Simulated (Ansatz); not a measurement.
Geometry optimisation in Ansatz: input, command and trajectory.

```yaml
crystal:
  lattice:
    - [1.3810664584, -4.4711509267, 0.0]
    - [1.3810664584, 4.4711509267, 0.0]
    - [0.0, 0.0, 6.9614995588]
  atoms:
    - { symbol: Re, position: [0.5739173301, 0.4260826699, 0.25] }
    - { symbol: Re, position: [0.4260826699, 0.5739173301, 0.75] }
    - { symbol: Re, position: [0.8662082553, 0.1337917447, 0.0635080108] }
    - { symbol: Re, position: [0.1337917447, 0.8662082553, 0.5635080108] }
    - { symbol: Re, position: [0.1337917447, 0.8662082553, 0.9364919892] }
    - { symbol: Re, position: [0.8662082553, 0.1337917447, 0.4364919892] }
    - { symbol: B, position: [0.2539074089, 0.7460925911, 0.25] }
    - { symbol: B, position: [0.7460925911, 0.2539074089, 0.75] }
basis:
  ecutwfc: 420
kpoints:
  mp_grid: { grid: [12, 12, 6] }
hamiltonian:
  xc: pbesol
scf:
  occupations: { method: gaussian, width: 0.1 }
output:
  forces: true
  stress: true
  eigenvalues: true
relax:
  adjacent_minimum: "off"
  f_tol: 0.01
  max_steps: 30
  cell: { stress_tol: 0.1, fix: [volume] }
```

```bash
ansatz run input.yaml --threads 2 --pin off --max-ram 5120MiB --backend cpu --events-out ev --progress --plain --runs-dir out
```

Computed with DFT PBEsol, scalar-relativistic, plane waves, PAW (Ansatz 0.2.0).

The volume is held at 0.88 times that of the relaxed cell.

Of 4 frames 3 are shown, positions in Å and forces in eV/Å; the SCF threshold varies from step to step. Steps run on the plane waves of an earlier cell, with a Pulay correction in the pressure. The basis is chosen afresh for the last frame, the zero of the energies, and at times for earlier ones too; energy and pressure step there, also at an unchanged geometry.

```xyz
8
Lattice="1.3811 -4.4712 0.0000 1.3811 4.4712 0.0000 0.0000 0.0000 6.9615" Properties=species:S:1:pos:R:3:forces:R:3 pbc="T T T" step=1 free_energy_over_end_meV_per_atom=0.10 pressure_GPa=66.56
Re    1.3811   -0.6610    1.7404    0.0000    0.0577    0.0000
Re    1.3811    0.6610    5.2211    0.0000   -0.0577    0.0000
Re    1.3811   -3.2747    0.4421    0.0000    0.0407   -0.0825
Re    1.3811    3.2747    3.9229    0.0000   -0.0407   -0.0825
Re    1.3811    3.2747    6.5194    0.0000   -0.0407    0.0825
Re    1.3811   -3.2747    3.0386    0.0000    0.0407    0.0825
B     1.3811    2.2006    1.7404    0.0000   -0.0070    0.0000
B     1.3811   -2.2006    5.2211    0.0000    0.0070    0.0000
8
Lattice="1.3799 -4.4717 0.0000 1.3799 4.4717 0.0000 0.0000 0.0000 6.9665" Properties=species:S:1:pos:R:3:forces:R:3 pbc="T T T" step=2 free_energy_over_end_meV_per_atom=0.05 pressure_GPa=66.44
Re    1.3799   -0.6560    1.7416    0.0000   -0.0182    0.0000
Re    1.3799    0.6560    5.2249    0.0000    0.0182    0.0000
Re    1.3799   -3.2724    0.4393    0.0000   -0.0481    0.0120
Re    1.3799    3.2724    3.9226    0.0000    0.0481    0.0120
Re    1.3799    3.2724    6.5272    0.0000    0.0481   -0.0120
Re    1.3799   -3.2724    3.0439    0.0000   -0.0481   -0.0120
B     1.3799    2.2028    1.7416    0.0000   -0.0072    0.0000
B     1.3799   -2.2028    5.2249    0.0000    0.0072    0.0000
8
Lattice="1.3811 -4.4717 0.0000 1.3811 4.4717 0.0000 0.0000 0.0000 6.9605" Properties=species:S:1:pos:R:3:forces:R:3 pbc="T T T" step=4 free_energy_over_end_meV_per_atom=0.00 pressure_GPa=66.47
Re    1.3811   -0.6571    1.7401    0.0000   -0.0057    0.0000
Re    1.3811    0.6571    5.2204    0.0000    0.0057    0.0000
Re    1.3811   -3.2734    0.4393    0.0000   -0.0021   -0.0063
Re    1.3811    3.2734    3.9195    0.0000    0.0021   -0.0063
Re    1.3811    3.2734    6.5212    0.0000    0.0021    0.0063
Re    1.3811   -3.2734    3.0410    0.0000   -0.0021    0.0063
B     1.3811    2.2019    1.7401    0.0000    0.0006    0.0000
B     1.3811   -2.2019    5.2204    0.0000   -0.0006    0.0000
```

Time: 93 s on 2 threads of Arm Neoverse V2, on a shared host, peak memory 0.84 GiB.

Spin–orbit coupling is left out, which can shift energies with elements as heavy as these.